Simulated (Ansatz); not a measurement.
Harmonic thermodynamics of ScCd at 0.98 times its equilibrium volume

Computed with Ansatz 0.2.0, DFT PBEsol, scalar-relativistic, plane waves, PAW. Plane waves to 420 eV; Γ-centred k mesh 12×12×12; Fermi-Dirac smearing of 0.15 eV. No spin polarisation. Phonons by linear response, acoustic sum rule imposed.

The cell, relaxed in shape and atoms at 0.98 times its equilibrium volume:
```xyz
2
Lattice="3.4626 0.0000 0.0000 0.0000 3.4626 0.0000 0.0000 0.0000 3.4626" Properties=species:S:1:pos:R:3 pbc="T T T"
Sc    1.7313    1.7313    1.7313
Cd    0.0000    0.0000    0.0000
```

In a metal, frequencies and elastic constants depend on the k mesh and the smearing, soft modes and shear constants most. Some empty bands missed the eigensolver's threshold. The q mesh is coarse, so values between its points are rough.

Force constants from linear response on a 2×2×2 q mesh, interpolated to a fine mesh.

Phonon density of states, in bins of 5 cm⁻¹:
(bin centre (cm⁻¹), share of modes (%)): (2.5, 0.0), (7.5, 0.0), (12.5, 0.0), (17.5, 0.1), (22.5, 0.1), (27.5, 0.2), (32.5, 0.5), (37.5, 1.6), (42.5, 1.9), (47.5, 2.2), (52.5, 2.6), (57.5, 3.2), (62.5, 3.4), (67.5, 3.2), (72.5, 4.2), (77.5, 3.4), (82.5, 3.2), (87.5, 3.4), (92.5, 4.3), (97.5, 9.8), (102.5, 2.6), (107.5, 0.0), (112.5, 0.0), (117.5, 0.0), (122.5, 0.0), (127.5, 0.0), (132.5, 0.0), (137.5, 0.0), (142.5, 0.4), (147.5, 0.5), (152.5, 0.7), (157.5, 1.0), (162.5, 1.3), (167.5, 1.9), (172.5, 3.9), (177.5, 5.2), (182.5, 4.2), (187.5, 3.1), (192.5, 2.9), (197.5, 3.2), (202.5, 4.4), (207.5, 5.5), (212.5, 6.4), (217.5, 3.9), (222.5, 1.3)

Question: Give the zero-point energy per atom.

Answer: 24.9 meV.

Question: How large are the vibrational entropy and heat capacity at 300 K?

Answer: S = 4.78 k_B and C_V = 2.88 k_B per atom, 96 % of the Dulong–Petit value.

Question: Tabulate them against temperature.

Answer:
| T (K) | F_vib (meV/atom) | S (k_B/atom) | C_V (k_B/atom) |
| --- | --- | --- | --- |
| 100 | 18.2 | 1.90 | 2.18 |
| 200 | -6.2 | 3.63 | 2.74 |
| 300 | -42.8 | 4.78 | 2.88 |
| 400 | -87.7 | 5.61 | 2.93 |
| 500 | -139.0 | 6.27 | 2.96 |
| 600 | -195.4 | 6.81 | 2.97 |
| 700 | -256.1 | 7.27 | 2.98 |
| 800 | -320.5 | 7.67 | 2.98 |
| 900 | -388.1 | 8.02 | 2.99 |
| 1000 | -458.6 | 8.33 | 2.99 |

Whether ScCd exists in this form wasn't checked.